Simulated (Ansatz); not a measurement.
AlGaAs2:
```
CELL_PARAMETERS angstrom
      4.01234     0.00000     0.00000
      0.00000     4.01234     0.00000
      0.00000     0.00000    11.33166
ATOMIC_POSITIONS crystal
  Ga 0.50000 0.00000 0.87528
  As 0.00000 0.00000 0.00000
  Ga 0.00000 0.50000 0.12472
  As 0.50000 0.50000 0.25001
  Al 0.50000 0.00000 0.37476
  As 0.00000 0.00000 0.50000
  Al 0.00000 0.50000 0.62524
  As 0.50000 0.50000 0.74999
```

Relaxed with r²SCAN. Special points in fractions of this cell's reciprocal vectors: Γ (0.000, 0.000, 0.000); X (0.000, 0.500, 0.000); M (0.500, 0.500, 0.000); Z (0.000, 0.000, 0.500); R (0.000, 0.500, 0.500); A (0.500, 0.500, 0.500).

List the band energies nearest the valence-band maximum at these points for the program Ansatz at the r²SCAN level (PAW).

In eV from the valence-band maximum; about four levels below and three above (degenerate sets whole), none deeper than 8.9 eV; points with the same levels are listed once.

| k | below | above |
|---|---|---|
| Γ | -1.55 -1.55 -0.01 0.00 0.00 | 1.63 1.80 2.21 |
| X | -1.01 -1.00 -1.00 -0.98 | 1.90 1.93 3.53 3.54 |
| M | -2.49 -2.49 -2.49 -2.48 | 1.76 1.79 2.29 2.29 |
| Z | -0.72 -0.72 -0.46 -0.46 | 1.82 2.14 2.63 |
| R | -1.14 -1.10 -1.01 -0.99 | 2.59 2.65 3.28 |
| A | -2.88 -2.85 -2.83 -2.82 | 2.61 2.85 2.92 |

Space group P-4m2. The start of the workflow was typed in or built on a structure type; neither database checked (COD, Materials Project) lists it. Its standing as an ambient phase is unchecked. Symmetry was held in the r²SCAN relaxation; its stability against distortions is not shown here. Spin–orbit coupling is left out wherever it is not named.

Potentials: the earlier of the program's two PAW sets.
